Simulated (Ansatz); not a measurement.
LuSi₂Au₂: relaxation (Ansatz)

The input file (Ansatz 0.2.0, plane waves):

```yaml
crystal:
  lattice:
    - [0.0, 4.253794, 0.0]
    - [4.253794, 0.0, 0.0]
    - [2.126897, 2.126897, -4.942504]
  atoms:
    - { symbol: Au, position: [0.75, 0.25, 0.5] }
    - { symbol: Au, position: [0.25, 0.75, 0.5] }
    - { symbol: Lu, position: [0.0, 0.0, 0.0] }
    - { symbol: Si, position: [0.375, 0.375, 0.25] }
    - { symbol: Si, position: [0.625, 0.625, 0.75] }
  symmetry: { tolerance: 0.0003 }
kpoints:
  mp_grid: { grid: [7, 7, 7], shift: [0, 0, 0] }
magnetization:
  spin_polarized: false
scf:
  occupations: { method: fermi_dirac }
  lower_state_search: "off"
hamiltonian:
  pseudopotentials: { kind: paw }
  xc: pbe
basis:
  ecutwfc: 420
  fft_grid_basis: typed
relax:
  max_steps: 80
  f_tol: 0.03
output:
  forces: true
  stress: true
  eigenvalues: true
  bader: true
  populations: true
  elf: true
  write_potential: true
  volumetric_format: npy
  dos:
    e_range: [-12, 8]
    de: 0.05
    projected: { site_lists: { Au: [Au], Lu: [Lu], Si: [Si] } }
checkpoint:
  read: saved_state
```

The command:

```bash
ansatz run input.yaml --threads 2 --pin off --max-ram 2560MiB --backend cpu --events-out ev --progress --plain --runs-dir out
```

Origin of the cell: a known structure type with other elements, at an estimated volume, so it need not be a known compound.

The smearing width isn't typed, so it takes its default of 0.1 eV.

The saved state is a converged single point of the same cell.

Steps:

```
step  ΔF (meV/atom)  max force component (eV/Å)  SCF iterations  step was
   1            0.0                       2.327               7  accepted
   2          -56.9                       0.347               6  accepted
   3          -57.8                       0.048               4  accepted
   4          -57.8                       0.000               4  accepted
```

Step 1, with forces in eV/Å:

```xyz
5
Lattice="0.000 4.254 0.000 4.254 0.000 0.000 2.127 2.127 -4.943" Properties=species:S:1:pos:R:3:forces:R:3 pbc="T T T" step=1
Au    2.127    4.254   -2.471    0.000    0.000    0.000
Au    4.254    2.127   -2.471    0.000    0.000    0.000
Lu    0.000    0.000    0.000    0.000    0.000    0.000
Si    2.127    2.127   -1.236    0.000    0.000    2.327
Si    4.254    4.254   -3.707    0.000    0.000   -2.327
```

Step 2, with forces in eV/Å:

```xyz
5
Lattice="0.000 4.254 0.000 4.254 0.000 0.000 2.127 2.127 -4.943" Properties=species:S:1:pos:R:3:forces:R:3 pbc="T T T" step=2
Au    2.127    4.254   -2.471    0.000    0.000    0.000
Au    4.254    2.127   -2.471    0.000    0.000    0.000
Lu    0.000    0.000    0.000    0.000    0.000    0.000
Si    2.127    2.127   -1.136    0.000    0.000    0.347
Si    4.254    4.254   -3.807    0.000    0.000   -0.347
```

Step 3, with forces in eV/Å:

```xyz
5
Lattice="0.000 4.254 0.000 4.254 0.000 0.000 2.127 2.127 -4.943" Properties=species:S:1:pos:R:3:forces:R:3 pbc="T T T" step=3
Au    2.127    4.254   -2.471    0.000    0.000    0.000
Au    4.254    2.127   -2.471    0.000    0.000    0.000
Lu    0.000    0.000    0.000    0.000    0.000    0.000
Si    2.127    2.127   -1.121    0.000    0.000   -0.048
Si    4.254    4.254   -3.821    0.000    0.000    0.048
```

Step 4, with forces in eV/Å:

```xyz
5
Lattice="0.000 4.254 0.000 4.254 0.000 0.000 2.127 2.127 -4.943" Properties=species:S:1:pos:R:3:forces:R:3 pbc="T T T" step=4
Au    2.127    4.254   -2.471    0.000    0.000    0.000
Au    4.254    2.127   -2.471    0.000    0.000    0.000
Lu    0.000    0.000    0.000    0.000    0.000    0.000
Si    2.127    2.127   -1.123    0.000    0.000    0.000
Si    4.254    4.254   -3.820    0.000    0.000    0.000
```

* Free energy lowered by: 57.8 meV/atom
* Final pressure: 3.92 GPa
* Relaxation steps listed: 4

Caveats: no moments, though an odd count or open d shells may carry them; no spin-orbit coupling, though heavy elements are present; the SCF threshold is looser than advised for a stress; the relaxation held the start's symmetry, so the end may be a saddle point.

The run took 48 s on 2 threads of Arm Neoverse V1, on a shared host, peak memory 0.48 GiB, from a saved density.
